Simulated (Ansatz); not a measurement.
The relaxed structure here is a generated cell of Te2Mo: the first start was made by a random draw of sites in a space group, and the end was not matched to a known phase here, so it may be hypothetical. Known forms of Te2Mo include space group No. 194.

One starting cell of Te$_{2}$Mo (a randomly generated symmetric cell of Te2Mo (space group No. 64)) was relaxed twice with Ansatz (plane waves, PAW, scalar-relativistic): with r2SCAN at 500 eV and with PBE at 420 eV. The r2SCAN result:

```
CELL_PARAMETERS angstrom
      0.00000     3.31867     3.31867
      3.31867     0.00000     3.31867
      3.31867     3.31867     0.00000
ATOMIC_POSITIONS crystal
  Mo 0.00000 0.00000 0.00000
  Te 0.25000 0.25000 0.25000
  Te 0.75000 0.75000 0.75000
```

```tsv
quantity	r2SCAN	PBE
space group	Fm-3m	Fm-3m
volume (Å³/atom)	24.37	24.56
a (Å)	6.637	6.654
gap (eV, no spin-orbit coupling)	0.00	0.00
```

Both levels end in the same structure; PBE's volume is 0.8 % larger. Neither column is exact.

No spin polarisation in the result. A magnetic state may lie lower.

The run could not lose the symmetry of its start: the end is stationary, and may be a saddle point rather than a minimum.

Ansatz is an electronic-structure program.
